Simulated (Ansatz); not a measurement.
CaSnO$_{3}$:
```cif
data_Ca4O12Sn4
_chemical_formula_sum 'Ca4 Sn4 O12'
_space_group_name_H-M_alt 'Pnma'
_space_group_IT_number 62
_space_group_name_Hall '-P 2ac 2n'
_cell_length_a 5.68719
_cell_length_b 7.89062
_cell_length_c 5.50600
_cell_angle_alpha 90.000
_cell_angle_beta 90.000
_cell_angle_gamma 90.000
loop_
_atom_site_label
_atom_site_type_symbol
_atom_site_symmetry_multiplicity
_atom_site_Wyckoff_symbol
_atom_site_fract_x
_atom_site_fract_y
_atom_site_fract_z
_atom_site_occupancy
Ca1 Ca 4 c 0.05504 0.25000 0.98480 1
Sn1 Sn 4 b 0.00000 0.00000 0.50000 1
O1 O 8 d 0.20021 0.55673 0.19647 1
O2 O 4 c 0.45779 0.25000 0.10810 1
```

Relaxed with PBEsol. PBEsol in the plane-wave PAW code Ansatz gives a gap of 2.59 eV.

Problem. What gap does HSE06 give on the same cell (Ansatz, PAW)?

Solution. 4.17 eV, 1.58 eV more. The hybrid was solved on a coarser mesh and at special points; its gap is the smallest among all of these.

```
k  v1 PBEsol  c1 PBEsol  v1 HSE06  c1 HSE06
-  ---------  ---------  --------  --------
Γ      -0.13       2.59     -0.10      4.17
X      -0.17       4.49         …         …
Z      -0.09       4.38     -0.13      6.19
U       0.00       5.18         …         …
Y      -0.13       3.63         …         …
S      -0.17       5.08         …         …
T      -0.13       4.94     -0.15      6.82
R      -0.13       5.77     -0.13      7.73
```

Problem. Top valence (v1) and lowest conduction level (c1) in eV from each method's valence maximum (which need not be a listed point): supply the withheld HSE06 values.

Solution. 
- X, v1 HSE06: -0.14
- X, c1 HSE06: 6.30
- Y, v1 HSE06: -0.14
- Y, c1 HSE06: 5.34
- S, v1 HSE06: -0.18
- S, c1 HSE06: 6.96
- U, v1 HSE06: 0.00
- U, c1 HSE06: 7.08

Cost on shared cores: the PBEsol run (SCF on a 5×4×5 mesh, then bands and DOS) roughly 8 core-minutes, the HSE06 run (SCF on 3×2×3, then a few points) roughly 15 core-minutes; the tasks are unlike.

The workflow started from a Materials Project entry (that database holds measured and hypothetical structures alike); the Crystallography Open Database files this formula in space group No. 62, but the cells were not matched. Its standing as an ambient phase is unchecked. The PBEsol relaxation kept the symmetry of its start; its stability against distortions is not shown here. Spin–orbit coupling is left out wherever it is not named.

Potentials: the later of the program's two PAW sets.
